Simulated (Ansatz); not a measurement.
Zr2PbC:
```
CELL_PARAMETERS angstrom
      3.37126     0.00000     0.00000
     -1.68563     2.91959     0.00000
      0.00000     0.00000    14.77407
ATOMIC_POSITIONS crystal
  Zr 0.66667 0.33333 0.91764
  Zr 0.33333 0.66667 0.08236
  Zr 0.33333 0.66667 0.41764
  Zr 0.66667 0.33333 0.58236
  Pb 0.66667 0.33333 0.25000
  Pb 0.33333 0.66667 0.75000
  C  0.00000 0.00000 0.00000
  C  0.00000 0.00000 0.50000
```

Relaxed with PBEsol. Special points in fractions of this cell's reciprocal vectors: Γ (0.000, 0.000, 0.000); M (0.500, 0.000, 0.000); K (0.333, 0.333, 0.000); A (0.000, 0.000, 0.500); L (0.500, 0.000, 0.500); H (0.333, 0.333, 0.500).

**Question.** List the band energies nearest the Fermi level at these points for PBEsol with spin–orbit coupling in the plane-wave PAW code Ansatz.

**Answer.** In eV from the Fermi level; about four levels below and three above (degenerate sets whole), none deeper than 8.9 eV; points with the same levels are listed once.

```tsv
k	below	above
Γ	-3.16 -3.16 -2.60 -2.60	0.15 0.15 0.45 0.45 0.45 0.45
M	-1.87 -1.87 -1.79 -1.79	1.42 1.42 1.77 1.77
K	-1.76 -1.76 -0.57 -0.57	0.60 0.60 0.62 0.62
A	-3.00 -3.00 -3.00 -3.00	0.32 0.32 0.32 0.32
L	-1.83 -1.83 -1.83 -1.83	1.71 1.71 1.71 1.71
H	-1.60 -1.60 -0.04 -0.04	0.04 0.04 0.52 0.52
```

Space group P6_3/mmc. The workflow started from a Materials Project entry (that database holds measured and hypothetical structures alike); the Crystallography Open Database copy checked does not list it. Whether it is the stable phase at ambient conditions was not checked. Symmetry was held in the PBEsol relaxation; its stability against distortions is not shown here. The run is not spin-polarised.

Potentials: the earlier of the program's two PAW sets. The files were generated under PBE; for other functionals the program regenerates the frozen cores, and for LDA and PBEsol the local potential too.
